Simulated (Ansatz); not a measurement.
A relaxation computed with Ansatz, from input to last step.

```yaml
crystal:
  lattice:
    - [-2.8840295664, 2.8840295664, 5.4626644624]
    - [2.8840295664, -2.8840295664, 5.4626644624]
    - [2.8840295664, 2.8840295664, -5.4626644624]
  atoms:
    - { symbol: Cd, position: [0.25, 0.75, 0.5] }
    - { symbol: Cd, position: [0.5, 0.5, 0.0] }
    - { symbol: Ge, position: [0.0, 0.0, 0.0] }
    - { symbol: Ge, position: [0.75, 0.25, 0.5] }
    - { symbol: As, position: [0.875, 0.3503379059, 0.9753379059] }
    - { symbol: As, position: [0.6496620941, 0.625, 0.5246620941] }
    - { symbol: As, position: [0.375, 0.8996620941, 0.0246620941] }
    - { symbol: As, position: [0.1003379059, 0.125, 0.4753379059] }
basis:
  ecutwfc: 420
kpoints:
  mp_grid: { grid: [8, 8, 8] }
hamiltonian:
  xc: pbesol
scf:
  occupations: { method: gaussian, width: 0.01 }
output:
  forces: true
  stress: true
  eigenvalues: true
relax:
  adjacent_minimum: "off"
  f_tol: 0.01
  max_steps: 30
  cell: { stress_tol: 0.1, fix: [volume] }
```

```bash
ansatz run input.yaml --threads 2 --pin off --max-ram 5120MiB --backend cpu --events-out ev --progress --plain --runs-dir out
```

These are results of DFT PBEsol, scalar-relativistic, plane waves, PAW in Ansatz, not measurements.

The volume is held at 0.91 times that of the relaxed cell.

Of 3 frames 3 are shown, positions in Å and forces in eV/Å; the SCF threshold varies from step to step. Steps run on the plane waves of an earlier cell, with a Pulay correction in the pressure. The basis is chosen afresh for the last frame, the zero of the energies, and at times for earlier ones too; energy and pressure step there, also at an unchanged geometry.

```xyz
8
Lattice="-2.8840 2.8840 5.4627 2.8840 -2.8840 5.4627 2.8840 2.8840 -5.4627" Properties=species:S:1:pos:R:3:forces:R:3 pbc="T T T" step=1 free_energy_over_end_meV_per_atom=0.04 pressure_GPa=7.11
Cd    2.8840    0.0000    2.7313    0.0000    0.0000    0.0000
Cd    0.0000    0.0000    5.4627    0.0000    0.0000    0.0000
Ge    0.0000    0.0000    0.0000    0.0000    0.0000    0.0000
Ge    0.0000    2.8840    2.7313    0.0000    0.0000    0.0000
As    1.2998    4.3260    1.3657    0.0161    0.0000    0.0000
As    1.4420    1.5843    4.0970    0.0000   -0.0161    0.0000
As    1.5843   -1.4420    6.8283   -0.0161    0.0000    0.0000
As    1.4420    1.2998   -1.3657    0.0000    0.0161    0.0000
8
Lattice="-2.8874 2.8874 5.4500 2.8874 -2.8874 5.4500 2.8874 2.8874 -5.4500" Properties=species:S:1:pos:R:3:forces:R:3 pbc="T T T" step=2 free_energy_over_end_meV_per_atom=0.00 pressure_GPa=7.10
Cd    2.8874    0.0000    2.7250    0.0000    0.0000    0.0000
Cd    0.0000    0.0000    5.4500    0.0000    0.0000    0.0000
Ge    0.0000    0.0000    0.0000    0.0000    0.0000    0.0000
Ge    0.0000    2.8874    2.7250    0.0000    0.0000    0.0000
As    1.3027    4.3311    1.3625   -0.0054    0.0000    0.0000
As    1.4437    1.5847    4.0875    0.0000    0.0054    0.0000
As    1.5847   -1.4437    6.8125    0.0054    0.0000    0.0000
As    1.4437    1.3027   -1.3625    0.0000   -0.0054    0.0000
8
Lattice="-2.8874 2.8874 5.4500 2.8874 -2.8874 5.4500 2.8874 2.8874 -5.4500" Properties=species:S:1:pos:R:3:forces:R:3 pbc="T T T" step=3 free_energy_over_end_meV_per_atom=0.00 pressure_GPa=7.10
Cd    2.8874    0.0000    2.7250    0.0000    0.0000    0.0000
Cd    0.0000    0.0000    5.4500    0.0000    0.0000    0.0000
Ge    0.0000    0.0000    0.0000    0.0000    0.0000    0.0000
Ge    0.0000    2.8874    2.7250    0.0000    0.0000    0.0000
As    1.3027    4.3311    1.3625   -0.0054    0.0000    0.0000
As    1.4437    1.5847    4.0875    0.0000    0.0054    0.0000
As    1.5847   -1.4437    6.8125    0.0054    0.0000    0.0000
As    1.4437    1.3027   -1.3625    0.0000   -0.0054    0.0000
```

Time: 110 s on 2 threads of Arm Neoverse V2 (shared host), peak memory 0.91 GiB.